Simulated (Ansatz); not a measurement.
Starting cell, Na (bcc, W type):

```
Na
1.0
   -4.19651     4.19651     4.19651
    2.09826    -2.09826     2.09826
    2.09826     2.09826    -2.09826
Na
2
Direct
  0.00000   0.00000   0.00000
  0.50000   0.00000   0.00000
```

Two-dimensional scan of atom 1 (Na, nearest neighbour Na at 3.634 Å; its periodic images, 3.6 Å or more away, move with it): u runs along (0.707, 0.707, 0.000), v along (0.000, 0.000, 1.000) (Cartesian). Cell and other atoms are fixed.

Computed with PBE (plane waves to 420 eV, PAW, scalar-relativistic; Ansatz, a first-principles code). k mesh 13×13×13 (Γ-centred), Fermi-Dirac smearing 0.05 eV. Points where atoms come too close for the PAW data are left out (x in tables, blank in figures). With partly filled bands, energies and forces of such displacements shift with the k mesh and the smearing. Fu and Fv are the components of the force on the atom. Na was relaxed with its symmetry unable to fall. 

Problem. Give the computed Fu (eV/Å) at all points of the grid u = -0.910, -0.455, 0.000, 0.455, 0.910 by v = -0.910, -0.455, 0.000, 0.455, 0.910.

Solution. Fu (eV/Å), with u across and v down:

```tsv
v \ u	-0.910	-0.455	0.000	0.455	0.910
-0.910	x	0.55	0.23	0.09	0.02
-0.455	0.70	0.34	0.11	-0.03	-0.15
0.000	0.37	0.17	0.00	-0.17	-0.37
0.455	0.15	0.03	-0.11	-0.34	-0.70
0.910	-0.02	-0.09	-0.23	-0.55	x
```

(A displaced cell: forces are minus the slopes of the energy, force constants its curvatures, and phonons follow from these.)
